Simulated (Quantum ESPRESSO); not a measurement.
NGe6Al, input and log of a self-consistent run

A calculation, not a measurement. The program is pw.x of Quantum ESPRESSO 7.5 (plane-wave density functional theory). The cell is made up: 8 atoms on a zincblende/diamond lattice, with randomly drawn elements, strain and displacements, not relaxed. PseudoDojo standard norm-conserving files (v0.5 for PBE, v0.4.1 for LDA and PBEsol) set the functional; there is no spin polarisation, spin-orbit coupling or dispersion term, and the masses in the input are unused placeholders.

Input:

```
&control calculation='scf', pseudo_dir='./dojo.nc.sr.pbe.v0_5.standard.upf', outdir='./o', disk_io='medium', tprnfor=.true., tstress=.true. /
&system ibrav=0, nat=8, ntyp=3, nbnd=56, ecutwfc=84.00895049, nosym=.true., tot_charge=0,
 occupations='smearing', smearing='fd', degauss=0.0073498644
/
&electrons conv_thr=7.350e-09, electron_maxstep=60, /
ATOMIC_SPECIES
Al 1.0 Al.upf
Ge 1.0 Ge.upf
N 1.0 N.upf
CELL_PARAMETERS angstrom
5.7904 0.0901 -0.0197
0.0901 5.7866 0.0866
-0.0195 0.0858 5.7688
ATOMIC_POSITIONS angstrom
N 0.0228 -0.0443 0.0301
Ge 0.052 2.8966 2.9216
Ge 2.8873 0.0509 2.8371
Ge 2.9321 2.9453 0.0563
Ge 1.4771 1.475 1.4633
Al 1.4857 4.4575 4.4315
Ge 4.363 1.5492 4.3387
Ge 4.4223 4.4009 1.4783
K_POINTS automatic
6 6 6 1 1 1
```

The log is shortened where brackets say so; the opening notice, blank lines, dates and the lines on written files are dropped, and the path of the files is cut. It prints rydbergs, bohrs and kilobars, and counts compression as positive stress.

```
     Program PWSCF v.7.5
     Parallel version (MPI & OpenMP), running on       1 processor cores
     Number of MPI processes:                 1
     Threads/MPI process:                     1
     [start-up lines left out]
     bravais-lattice index     =            0
     lattice parameter (alat)  =      10.9437  a.u.
     unit-cell volume          =    1303.7865 (a.u.)^3
     number of atoms/cell      =            8
     number of atomic types    =            3
     number of electrons       =        92.00
     number of Kohn-Sham states=           56
     kinetic-energy cutoff     =      84.0090  Ry
     charge density cutoff     =     336.0358  Ry
     scf convergence threshold =      7.3E-09
     mixing beta               =       0.7000
     number of iterations used =            8  plain     mixing
     Exchange-correlation= PBE
                           (   1   4   3   4   0   0   0)
     [axes and pseudopotential details left out]
   Cartesian axes
     site n.     atom                  positions (alat units)
         1        N      tau(   1) = (   0.0039371  -0.0076496   0.0051976  )
         2        Ge     tau(   2) = (   0.0089792   0.5001783   0.5044953  )
         3        Ge     tau(   3) = (   0.4985724   0.0087893   0.4899040  )
         4        Ge     tau(   4) = (   0.5063084   0.5085877   0.0097218  )
         5        Ge     tau(   5) = (   0.2550623   0.2546997   0.2526793  )
         6        Al     tau(   6) = (   0.2565473   0.7697110   0.7652214  )
         7        Ge     tau(   7) = (   0.7533930   0.2675124   0.7491969  )
         8        Ge     tau(   8) = (   0.7636328   0.7599375   0.2552695  )
     number of k points=   108  Fermi-Dirac smearing, width (Ry)=  0.0073
     Number of k-points >= 100: set verbosity='high' to print them.
     Dense  grid:   135663 G-vectors     FFT dimensions: (  64,  64,  64)
     Estimated max dynamical RAM per process >     194.89 MB
     Initial potential from superposition of free atoms
     starting charge      91.9926, renormalised to      92.0000
     Starting wfcs are   62 randomized atomic wfcs
     total cpu time spent up to now is       51.2 secs
     per-process dynamical memory:   107.7 Mb
     Self-consistent Calculation
     iteration #  1     ecut=    84.01 Ry     beta= 0.70
     Davidson diagonalization with overlap
     ethr =  1.00E-02,  avg # of iterations =  3.2
     Threshold (ethr) on eigenvalues was too large:
     Diagonalizing with lowered threshold
     Davidson diagonalization with overlap
     ethr =  7.90E-04,  avg # of iterations =  1.8
     total cpu time spent up to now is      400.0 secs
     total energy              =   -1096.59063584 Ry
     estimated scf accuracy    <       0.72212615 Ry
     iteration #  2     ecut=    84.01 Ry     beta= 0.70
     Davidson diagonalization with overlap
     ethr =  7.85E-04,  avg # of iterations =  7.6
     total cpu time spent up to now is      580.7 secs
     total energy              =   -1096.30453867 Ry
     estimated scf accuracy    <       6.09131800 Ry
     iteration #  3     ecut=    84.01 Ry     beta= 0.70
     Davidson diagonalization with overlap
     ethr =  7.85E-04,  avg # of iterations =  5.2
     total cpu time spent up to now is      775.0 secs
     total energy              =   -1096.99196434 Ry
     estimated scf accuracy    <       0.04296514 Ry
     iteration #  4     ecut=    84.01 Ry     beta= 0.70
     Davidson diagonalization with overlap
     ethr =  4.67E-05,  avg # of iterations =  4.7
     total cpu time spent up to now is      970.7 secs
     total energy              =   -1097.00054235 Ry
     estimated scf accuracy    <       0.00594171 Ry
     iteration #  5     ecut=    84.01 Ry     beta= 0.70
     Davidson diagonalization with overlap
     ethr =  6.46E-06,  avg # of iterations =  6.0
     total cpu time spent up to now is     1192.8 secs
     total energy              =   -1097.00123067 Ry
     estimated scf accuracy    <       0.00286547 Ry
     iteration #  6     ecut=    84.01 Ry     beta= 0.70
     Davidson diagonalization with overlap
     ethr =  3.11E-06,  avg # of iterations =  2.4
     total cpu time spent up to now is     1381.0 secs
     total energy              =   -1097.00171464 Ry
     estimated scf accuracy    <       0.00029938 Ry
     iteration #  7     ecut=    84.01 Ry     beta= 0.70
     Davidson diagonalization with overlap
     ethr =  3.25E-07,  avg # of iterations =  2.0
     total cpu time spent up to now is     1546.7 secs
     total energy              =   -1097.00177347 Ry
     estimated scf accuracy    <       0.00000840 Ry
     iteration #  8     ecut=    84.01 Ry     beta= 0.70
     Davidson diagonalization with overlap
     ethr =  9.13E-09,  avg # of iterations =  4.1
     total cpu time spent up to now is     1742.9 secs
     total energy              =   -1097.00177619 Ry
     estimated scf accuracy    <       0.00000318 Ry
     iteration #  9     ecut=    84.01 Ry     beta= 0.70
     Davidson diagonalization with overlap
     ethr =  3.45E-09,  avg # of iterations =  2.0
     total cpu time spent up to now is     1917.7 secs
     total energy              =   -1097.00177702 Ry
     estimated scf accuracy    <       0.00000035 Ry
     iteration # 10     ecut=    84.01 Ry     beta= 0.70
     Davidson diagonalization with overlap
     ethr =  3.82E-10,  avg # of iterations =  2.0
     total cpu time spent up to now is     2129.2 secs
     total energy              =   -1097.00177710 Ry
     estimated scf accuracy    <       0.00000002 Ry
     iteration # 11     ecut=    84.01 Ry     beta= 0.70
     Davidson diagonalization with overlap
     ethr =  2.16E-11,  avg # of iterations =  3.2
     total cpu time spent up to now is     2345.3 secs
     End of self-consistent calculation
     Number of k-points >= 100: set verbosity='high' to print the bands.
     the Fermi energy is     6.4353 ev
!    total energy              =   -1097.00177710 Ry
     estimated scf accuracy    <          4.5E-09 Ry
     smearing contrib. (-TS)   =      -0.00548815 Ry
     internal energy E=F+TS    =   -1096.99628895 Ry
     The total energy is F=E-TS. E is the sum of the following terms:
     one-electron contribution =    -656.57708633 Ry
     hartree contribution      =     382.19326172 Ry
     xc contribution           =    -269.35769342 Ry
     ewald contribution        =    -553.25477093 Ry
     convergence has been achieved in  11 iterations
     Forces acting on atoms (cartesian axes, Ry/au):
     atom    1 type  3   force =    -0.00123151   -0.00590282   -0.02113696
     atom    2 type  2   force =     0.01674957    0.00643069    0.01722538
     atom    3 type  2   force =     0.00969902   -0.00950594    0.02129698
     atom    4 type  2   force =     0.01001598   -0.00911658   -0.00733848
     atom    5 type  2   force =    -0.03283531   -0.01962608   -0.03247528
     atom    6 type  1   force =    -0.04928348    0.03642467    0.02369577
     atom    7 type  2   force =     0.02158071   -0.03280372    0.03088240
     atom    8 type  2   force =     0.02530501    0.03409978   -0.03214980
     Total force =     0.118930     Total SCF correction =     0.000363
     Computing stress (Cartesian axis) and pressure
          total   stress  (Ry/bohr**3)                   (kbar)     P=      -56.66
  -0.00038971  -0.00008022   0.00007229          -57.33      -11.80       10.63
  -0.00008022  -0.00038575  -0.00014271          -11.80      -56.75      -20.99
   0.00007229  -0.00014271  -0.00038014           10.63      -20.99      -55.92
     init_run     :     47.23s CPU     51.07s WALL (       1 calls)
     electrons    :   2220.43s CPU   2294.13s WALL (       1 calls)
     forces       :     37.94s CPU     38.25s WALL (       1 calls)
     stress       :     89.77s CPU     90.11s WALL (       1 calls)
     [timing details left out]
     PWSCF        :  39m55.97s CPU  41m16.88s WALL
     JOB DONE.
```

In other units: free energy -14925.470 eV for the cell, pressure -5.67 GPa, largest force component 1.267 eV/Å. A rerun of this cell at 1437 eV and a 8 x 8 x 8 mesh moved values by no more than 0.003 eV in energy, 0.02 GPa in stress and 0.005 eV/Å in force.